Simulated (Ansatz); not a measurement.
Given:

Na6MgCl8:
```yaml
crystal:
  lattice:
    - [0.00000, 5.57599, 5.57599]
    - [5.57599, 0.00000, 5.57599]
    - [5.57599, 5.57599, 0.00000]
  atoms:
    - { symbol: Na, position: [0.50000, 0.00000, 0.00000] }
    - { symbol: Na, position: [0.50000, 0.00000, 0.50000] }
    - { symbol: Na, position: [0.00000, 0.50000, 0.50000] }
    - { symbol: Na, position: [0.00000, 0.50000, 0.00000] }
    - { symbol: Na, position: [0.50000, 0.50000, 0.00000] }
    - { symbol: Na, position: [0.00000, 0.00000, 0.50000] }
    - { symbol: Mg, position: [0.00000, 0.00000, 0.00000] }
    - { symbol: Cl, position: [0.25000, 0.25000, 0.25000] }
    - { symbol: Cl, position: [0.75000, 0.75000, 0.75000] }
    - { symbol: Cl, position: [0.77304, 0.22696, 0.22696] }
    - { symbol: Cl, position: [0.22696, 0.77304, 0.77304] }
    - { symbol: Cl, position: [0.22696, 0.77304, 0.22696] }
    - { symbol: Cl, position: [0.77304, 0.22696, 0.77304] }
    - { symbol: Cl, position: [0.22696, 0.22696, 0.77304] }
    - { symbol: Cl, position: [0.77304, 0.77304, 0.22696] }
```

This is the r²SCAN-relaxed structure.

Q: All from r²SCAN in the plane-wave PAW code Ansatz, unless another level is named. Predict the band gap.

A: 6.08 eV (smallest direct gap 6.08 eV).

Q: Give the electron effective mass.

A: 0.41 mₑ (isotropic).

Q: Next, the HSE06 gap on the r²SCAN cell?

A: 6.66 eV.

Q: Predict the weight of the valence-edge state by species (Voronoi cells).

A: Cl 95 %, Na 4 %.

Space group Fm-3m. The first step of the workflow began from a Materials Project structure, measured or hypothetical; the Crystallography Open Database copy checked does not list it. Whether it is the stable phase at ambient conditions was not checked. The r²SCAN relaxation kept the symmetry of its start; whether a distortion lowers the energy is not shown.

Potentials: the later of the program's two PAW sets.
